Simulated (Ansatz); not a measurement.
## TiOs: stiffness from a series of strains

```yaml
crystal:
  lattice:
    - [3.08000, 0.00000, 0.00000]
    - [0.00000, 3.08000, 0.00000]
    - [0.00000, 0.00000, 3.08000]
  atoms:
    - { symbol: Ti, position: [0.50000, 0.50000, 0.50000] }
    - { symbol: Os, position: [0.00000, 0.00000, 0.00000] }
```

Atoms are numbered in the order listed.

The conventional cell has a = 3.080 Å, b = 3.080 Å, c = 3.080 Å, α = 90.00°, β = 90.00°, γ = 90.00°. Ti (atom 1) has 8 Os at 2.67 Å as nearest neighbours. Os (atom 2) has 8 Ti at 2.67 Å as nearest neighbours.

The geometry is COD entry 1537945, unchecked; take it as a test cell.

No spin–orbit coupling, which matters for the heavy atoms here.

Computed with Ansatz 0.2.0, DFT, PBEsol, all-electron LAPW, scalar-relativistic.

The runs use a Γ-centred 13×13×13 k mesh, Fermi–Dirac smearing of 0.03 eV, basis error target 0.5 meV/atom, no spin polarisation.

The strain is applied along the Cartesian axes of the cell as listed (the other components stay zero). Fractional coordinates are held (clamped ions).

σ is the change of stress from the unstrained cell, which is at -4.60 GPa; tension is positive, so slopes are stress–strain coefficients at that pressure. In a metal the k mesh adds noise.

Only quantities that a quadratic follows smoothly over the whole series are listed; rougher ones are left out.

```
    εzz  σzz (GPa)  σxx (GPa)
-0.0200     -10.07      -2.87
 0.0000       0.00       0.00
 0.0100       4.53       1.33
 0.0200       8.74       2.59
```

Problem. Fit the series and read off the stiffness at zero strain.

Solution. Least-squares fits y = p0 + p1 x + p2 x² to the rows give σzz (GPa): p1 = 470, p2 = -1700; σxx (GPa): p1 = 137, p2 = -350. So C11 = 470 GPa and C12 = 137 GPa, which gives B = (C11 + 2 C12)/3 = 248 GPa.

Problem. One run, at εzz = -0.0100, is withheld. Predict its row.

Solution. The fits give -4.87, -1.40; the run gave -4.87, -1.40.
